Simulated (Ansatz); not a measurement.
Recipe of this trial structure of NiOsC6N6: cyanide-bridged rock-salt net of two metals, 0 guest cations a cell (Fm-3m, No. 225). The dimensions are guesses.

```
Ni Os C N
1.0
     0.00000    5.07350    5.07350
     5.07350    0.00000    5.07350
     5.07350    5.07350    0.00000
Ni Os C N
1 1 6 6
Direct
  0.50000 0.50000 0.50000
  0.00000 0.00000 0.00000
  0.81315 0.18685 0.18685
  0.18685 0.81315 0.18685
  0.18685 0.18685 0.81315
  0.18685 0.81315 0.81315
  0.81315 0.18685 0.81315
  0.81315 0.81315 0.18685
  0.69784 0.30216 0.30216
  0.30216 0.69784 0.30216
  0.30216 0.30216 0.69784
  0.30216 0.69784 0.69784
  0.69784 0.30216 0.69784
  0.69784 0.69784 0.30216
```

These are results of Ansatz, DFT PBE, scalar-relativistic, plane waves, PAW, not measurements. Cutoff 420 eV, Gaussian smearing, Γ-centred meshes. Cell and atoms relax first on a coarse mesh and then on a finer one. In between, the cell is made exact in the group found at 0.06 Å. In metals the finer mesh still leaves noise of several meV/atom or more. The steps can't lower the symmetry of their start. Collinear spin, starting moments Ni 2.0; Os 1.0 μB.

A guess keeps its type if space group and coordination stay and the shape of the cell changes little (axis ratios within about 15 %, angles within 6°); the volume may change.

Question: Will the relaxed cell still be of the starting type?

Answer: It keeps its type. The symmetry stays Fm-3m (No. 225). The volume per atom grows by 0.9 %, from 18.7 to 18.8 Å³. The shortest distance stays 1.17 Å (C–N). Counting neighbours within 15 % of an atom's shortest distance, the start has C 1, N 1, Ni 6, Os 6 and the end C 1, N 1, Ni 6, Os 6.

The zero of energy is the elements' standard structures at the same level (N₂ as a molecule); no fitted shifts are applied.

Question: At what energy does it end?

Answer: +0.47 eV/atom. A positive value: parting into the elements would lower its energy.

The last run used collinear spin, a 6×6×6 mesh for its 14-atom cell and Gaussian smearing of 0.10 eV. These runs have no spin–orbit coupling, which can matter for Os. The reference form of C is held partly by dispersion forces, which this level lacks. Another magnetic order may lie lower. A structure relaxed within its symmetry needn't be a true minimum.
